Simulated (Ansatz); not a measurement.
# Two inputs for CaO with an O vacancy

This input was run with Ansatz:

```yaml
crystal:
  lattice:
    - [0.0, 7.2195, 7.2195]
    - [7.2195, 0.0, 7.2195]
    - [7.2195, 7.2195, 0.0]
  atoms:
    - { symbol: Ca, position: [0.0, 0.0, 0.0] }
    - { symbol: Ca, position: [0.0, 0.0, 0.3333333333] }
    - { symbol: Ca, position: [0.0, 0.0, 0.6666666667] }
    - { symbol: Ca, position: [0.0, 0.3333333333, 0.0] }
    - { symbol: Ca, position: [0.0, 0.3333333333, 0.3333333333] }
    - { symbol: Ca, position: [0.0, 0.3333333333, 0.6666666667] }
    - { symbol: Ca, position: [0.0, 0.6666666667, 0.0] }
    - { symbol: Ca, position: [0.0, 0.6666666667, 0.3333333333] }
    - { symbol: Ca, position: [0.0, 0.6666666667, 0.6666666667] }
    - { symbol: Ca, position: [0.3333333333, 0.0, 0.0] }
    - { symbol: Ca, position: [0.3333333333, 0.0, 0.3333333333] }
    - { symbol: Ca, position: [0.3333333333, 0.0, 0.6666666667] }
    - { symbol: Ca, position: [0.3333333333, 0.3333333333, 0.0] }
    - { symbol: Ca, position: [0.3333333333, 0.3333333333, 0.3333333333] }
    - { symbol: Ca, position: [0.3333333333, 0.3333333333, 0.6666666667] }
    - { symbol: Ca, position: [0.3333333333, 0.6666666667, 0.0] }
    - { symbol: Ca, position: [0.3333333333, 0.6666666667, 0.3333333333] }
    - { symbol: Ca, position: [0.3333333333, 0.6666666667, 0.6666666667] }
    - { symbol: Ca, position: [0.6666666667, 0.0, 0.0] }
    - { symbol: Ca, position: [0.6666666667, 0.0, 0.3333333333] }
    - { symbol: Ca, position: [0.6666666667, 0.0, 0.6666666667] }
    - { symbol: Ca, position: [0.6666666667, 0.3333333333, 0.0] }
    - { symbol: Ca, position: [0.6666666667, 0.3333333333, 0.3333333333] }
    - { symbol: Ca, position: [0.6666666667, 0.3333333333, 0.6666666667] }
    - { symbol: Ca, position: [0.6666666667, 0.6666666667, 0.0] }
    - { symbol: Ca, position: [0.6666666667, 0.6666666667, 0.3333333333] }
    - { symbol: Ca, position: [0.6666666667, 0.6666666667, 0.6666666667] }
    - { symbol: O, position: [0.1666666667, 0.1666666667, 0.5] }
    - { symbol: O, position: [0.1666666667, 0.1666666667, 0.8333333333] }
    - { symbol: O, position: [0.1666666667, 0.5, 0.1666666667] }
    - { symbol: O, position: [0.1666666667, 0.5, 0.5] }
    - { symbol: O, position: [0.1666666667, 0.5, 0.8333333333] }
    - { symbol: O, position: [0.1666666667, 0.8333333333, 0.1666666667] }
    - { symbol: O, position: [0.1666666667, 0.8333333333, 0.5] }
    - { symbol: O, position: [0.1666666667, 0.8333333333, 0.8333333333] }
    - { symbol: O, position: [0.5, 0.1666666667, 0.1666666667] }
    - { symbol: O, position: [0.5, 0.1666666667, 0.5] }
    - { symbol: O, position: [0.5, 0.1666666667, 0.8333333333] }
    - { symbol: O, position: [0.5, 0.5, 0.1666666667] }
    - { symbol: O, position: [0.5, 0.5, 0.5] }
    - { symbol: O, position: [0.5, 0.5, 0.8333333333] }
    - { symbol: O, position: [0.5, 0.8333333333, 0.1666666667] }
    - { symbol: O, position: [0.5, 0.8333333333, 0.5] }
    - { symbol: O, position: [0.5, 0.8333333333, 0.8333333333] }
    - { symbol: O, position: [0.8333333333, 0.1666666667, 0.1666666667] }
    - { symbol: O, position: [0.8333333333, 0.1666666667, 0.5] }
    - { symbol: O, position: [0.8333333333, 0.1666666667, 0.8333333333] }
    - { symbol: O, position: [0.8333333333, 0.5, 0.1666666667] }
    - { symbol: O, position: [0.8333333333, 0.5, 0.5] }
    - { symbol: O, position: [0.8333333333, 0.5, 0.8333333333] }
    - { symbol: O, position: [0.8333333333, 0.8333333333, 0.1666666667] }
    - { symbol: O, position: [0.8333333333, 0.8333333333, 0.5] }
    - { symbol: O, position: [0.8333333333, 0.8333333333, 0.8333333333] }
total_charge: 2
kpoints:
  mp_grid: { grid: [2, 2, 2], shift: [0.5, 0.5, 0.5] }
scf:
  occupations: { method: fermi_dirac, width: 0.01 }
hamiltonian:
  xc: pbe
  pseudopotentials: { kind: paw }
output:
  forces: true
  stress: true
  populations: true
  efg:
    quadrupole_moments_barn: { Ca: -0.0408, O: -0.02558 }
    contact_densities: true
```

It converged. Of its output the block on the nuclei alone is shown, without the SCF iterations, energies, forces and stress (one atom of each set):

```
--- PAW observables at the nuclei: V_zz in 10²¹ V/m², potentials from the cell's mean, atoms counted from 1 ---
  atom   1  Ca V_zz =    -0.024756   η = 0.0000   by run symmetry: allowed   C_q = +0.0244 MHz
            electrostatic potential = -2217.294559 V   contact ρ = 41253.720710 e/Å³
  atom   2  Ca V_zz =    +7.688949   η = 0.0004   by run symmetry: allowed   C_q = -7.5855 MHz
            electrostatic potential = -2216.016880 V   contact ρ = 41254.905939 e/Å³
  atom   6  Ca V_zz =    -0.536080   η = 0.3354   by run symmetry: allowed   C_q = +0.5289 MHz
            electrostatic potential = -2217.241067 V   contact ρ = 41253.673137 e/Å³
  atom  27  Ca V_zz =    +0.008308   η = 0.0000   by run symmetry: allowed   C_q = -0.0082 MHz
            electrostatic potential = -2217.086081 V   contact ρ = 41253.647145 e/Å³
  atom  28  O  V_zz =    +1.930417   η = 0.1011   by run symmetry: allowed   C_q = -1.1940 MHz
            electrostatic potential = -624.333377 V   contact ρ = 2156.923237 e/Å³
  atom  31  O  V_zz =    -0.180400   η = 0.1253   by run symmetry: allowed   C_q = +0.1116 MHz
            electrostatic potential = -624.825510 V   contact ρ = 2156.743947 e/Å³
  atom  32  O  V_zz =    +1.904497   η = 0.1185   by run symmetry: allowed   C_q = -1.1780 MHz
            electrostatic potential = -624.332863 V   contact ρ = 2156.923864 e/Å³
  atom  40  O  V_zz =    -0.157925   η = 0.0000   by run symmetry: allowed   C_q = +0.0977 MHz
            electrostatic potential = -624.825151 V   contact ρ = 2156.744166 e/Å³
  atom  41  O  V_zz =    +1.671887   η = 0.0127   by run symmetry: allowed   C_q = -1.0341 MHz
            electrostatic potential = -624.506397 V   contact ρ = 2156.911595 e/Å³
```

**Question.** Can these gradients be trusted, and how do they compare with a run on standard settings?

**Answer.** They agree with the standard run. Against the standard input the change is `kpoints.mp_grid.shift`: not typed → [0.5, 0.5, 0.5]. A site carries the number of its first atom; V_zz in 10²¹ V/m².

| site | atom | V_zz standard | η standard | V_zz here | η here |
| --- | --- | --- | --- | --- | --- |
| Ca1 | 1 | -0.026 | 0.00 | -0.025 | 0.00 |
| Ca2 | 2 | 7.75 | 0.00 | 7.69 | 0.00 |
| Ca6 | 6 | -0.54 | 0.34 | -0.54 | 0.34 |
| O28 | 28 | 1.94 | 0.10 | 1.93 | 0.10 |
| O32 | 32 | 1.94 | 0.10 | 1.90 | 0.12 |
| O31 | 31 | -0.18 | 0.00 | -0.18 | 0.13 |
| O40 | 40 | -0.18 | 0.00 | -0.16 | 0.00 |
| O41 | 41 | 1.67 | 0.00 | 1.67 | 0.01 |

The largest change of V_zz is on Ca2, from 7.75 to 7.69. In per cent, |V_zz| changes by -1 to 0 on Ca, -2 to 0 on O (all sites that start above 0.5). Sites with |V_zz| of 0.02 or less aren't listed. Symmetry makes η zero on O31, O41; the changed mesh lacks the crystal's symmetry, and the η that it gives there is an artefact. SCF iterations: 10 and 10. New warnings: symmetry narrowed by mesh.

On the reference run: The defect repeats with the cell of 53 atoms, so it feels its images: sites between two images don't show the values beside a lone defect, and zeros or small values of η there can come from the images' arrangement. A uniform background compensates the cell's charge. With a gap of 0.4 eV on this mesh, small gradients can still move by 0.1 × 10²¹ V/m² or more as the k-mesh gets denser. The neighbours have not yet relaxed around the defect (largest force 2.4 eV/Å), so a real crystal will differ.
